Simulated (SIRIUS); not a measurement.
Set-up for a self-consistent single point of AlGa3N4 (Pm, 8 atoms in the cell; from Materials Project mp-1228943, changed as shown).

```
CELL_PARAMETERS angstrom
      5.04268     0.00000     0.00000
      0.00000     3.10374     0.00000
     -0.00364     0.00000     5.37398
ATOMIC_POSITIONS crystal
  Al 0.00050 0.50000 0.66730
  Ga 0.49910 0.50000 0.33520
  Ga 0.49910 0.00000 0.83130
  Ga 0.99990 0.00000 0.16620
  N  0.11920 0.50000 0.34130
  N  0.11680 0.00000 0.82530
  N  0.62020 0.00000 0.16610
  N  0.63260 0.50000 0.66730
```

Method: PBEsol, PseudoDojo 0.4 standard norm-conserving PBEsol (tails mended) pseudopotentials (plane waves; SIRIUS).

SIRIUS settings:

- parameters.ngridk: 4 6 4
- parameters.xc_functionals: [XC_GGA_X_PBE_SOL, XC_GGA_C_PBE_SOL]
- parameters.gk_cutoff: 9.165 1/bohr
- parameters.pw_cutoff: 18.331 1/bohr
- parameters.smearing: gaussian
- parameters.smearing_width: 0.0001 Ha
- potentials: PseudoDojo 0.4 standard norm-conserving PBEsol (tails mended) pseudopotentials
- parameters.electronic_structure_method: pseudopotential
- parameters.num_bands: 37
- parameters.num_mag_dims: 0
- parameters.num_dft_iter: 100
- parameters.energy_tol: 1e-07 Ha
- parameters.density_tol: 1e-06
- mixer.type: anderson
- mixer.beta: 0.5
- mixer.use_hartree: false

Task: Estimate, at this level of theory: gap on the k-point mesh, pressure and largest force (vector length).

Result: The run gave:

Gap on the k-point mesh: 2.80 eV
Pressure: 12.83 GPa
Largest force (vector length): 0.168 eV/Å

The gap is read on the k-point mesh of the run and can differ from the gap over the whole zone at this level.

For comparison: a first run was changed to give this one (lattice scaled by 0.98), and from it to this one the free energy rises by 24.4 meV/atom, the pressure goes from -0.30 to 12.83 GPa, the largest force goes from 0.154 to 0.168 eV/Å and the gap on the mesh goes from 2.375 to 2.801 eV.

The structure comes from a collection of computed structures, made at another level of theory; the collection holds predicted forms beside known ones.

Cost on one core: around 2.5 core-minutes (rough).

“Tails mended”: in these copies of the files the far tail of each local potential was reset to the Coulomb form.
